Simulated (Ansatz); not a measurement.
Al (dhcp (α-La type), space group No. 194), a = b = 2.819 Å, c = 9.224 Å, α = β = 90.00°, γ = 120.00°.

Relaxed with LDA.

Task: Which orbitals make up the states near the Fermi level in the program Ansatz at the LDA level (PAW)?

Result: Within 0.5 eV of the Fermi level: Al 3p 66 %, Al 3s 29 %, outside the projected shells 5 %. Projections are on Löwdin-orthogonalised atomic valence shells; empty p or d shells of many metals are not among them.

Task: Tabulate the density of states.

Result: States/eV per cell of 4 atoms, in 0.25 eV bins, energy from the Fermi level.

| E (eV) | total | Al 3p | Al 3s |
|---|---|---|---|
| -7.85 | 0.88 | 0.60 | 0.28 |
| -7.60 | 0.90 | 0.62 | 0.28 |
| -7.35 | 0.91 | 0.62 | 0.28 |
| -7.10 | 0.95 | 0.65 | 0.29 |
| -6.85 | 0.99 | 0.68 | 0.31 |
| -6.60 | 1.02 | 0.70 | 0.31 |
| -6.35 | 1.05 | 0.72 | 0.32 |
| -6.10 | 1.08 | 0.74 | 0.33 |
| -5.85 | 1.11 | 0.76 | 0.34 |
| -5.60 | 1.18 | 0.81 | 0.36 |
| -5.35 | 1.19 | 0.82 | 0.36 |
| -5.10 | 1.24 | 0.87 | 0.36 |
| -4.85 | 1.21 | 0.87 | 0.33 |
| -4.60 | 1.19 | 0.87 | 0.32 |
| -4.35 | 1.30 | 0.95 | 0.34 |
| -4.10 | 1.40 | 1.04 | 0.34 |
| -3.85 | 1.43 | 1.09 | 0.33 |
| -3.60 | 1.30 | 1.00 | 0.29 |
| -3.35 | 1.18 | 0.91 | 0.26 |
| -3.10 | 1.27 | 0.92 | 0.33 |
| -2.85 | 1.46 | 1.00 | 0.43 |
| -2.60 | 1.31 | 0.86 | 0.43 |
| -2.35 | 1.38 | 0.88 | 0.47 |
| -2.10 | 1.56 | 1.02 | 0.51 |
| -1.85 | 1.73 | 1.15 | 0.53 |
| -1.60 | 1.54 | 1.06 | 0.45 |
| -1.35 | 1.40 | 0.98 | 0.39 |
| -1.10 | 1.32 | 0.93 | 0.36 |
| -0.85 | 1.38 | 0.93 | 0.40 |
| -0.60 | 1.66 | 1.11 | 0.48 |
| -0.35 | 1.61 | 1.09 | 0.44 |
| -0.10 | 1.50 | 1.00 | 0.42 |
| 0.15 | 1.60 | 1.04 | 0.48 |
| 0.40 | 1.67 | 1.04 | 0.53 |
| 0.65 | 1.63 | 1.02 | 0.51 |
| 0.90 | 1.87 | 1.21 | 0.54 |
| 1.15 | 1.80 | 1.18 | 0.50 |
| 1.40 | 1.66 | 1.09 | 0.45 |
| 1.65 | 1.48 | 0.97 | 0.39 |
| 1.90 | 1.66 | 1.06 | 0.45 |
| 2.15 | 1.92 | 1.18 | 0.55 |
| 2.40 | 1.81 | 1.09 | 0.52 |
| 2.65 | 1.67 | 1.02 | 0.46 |
| 2.90 | 1.81 | 1.11 | 0.48 |
| 3.15 | 1.89 | 1.16 | 0.50 |
| 3.40 | 1.83 | 1.13 | 0.47 |
| 3.65 | 1.86 | 1.14 | 0.46 |
| 3.90 | 1.96 | 1.21 | 0.48 |

Space group P6_3/mmc (dhcp (α-La type)). The workflow started from a Materials Project entry (that database holds measured and hypothetical structures alike); the Crystallography Open Database copy checked does not list it. It is not the phase usual at ambient conditions (space group No. 225). The cell was relaxed with LDA under the symmetry of its start; whether a distortion lowers the energy is not shown. Axis ratios of metals converge slowly with the k-mesh, so a and c are less sure than the volume.

Potentials: the later of the program's two PAW sets.
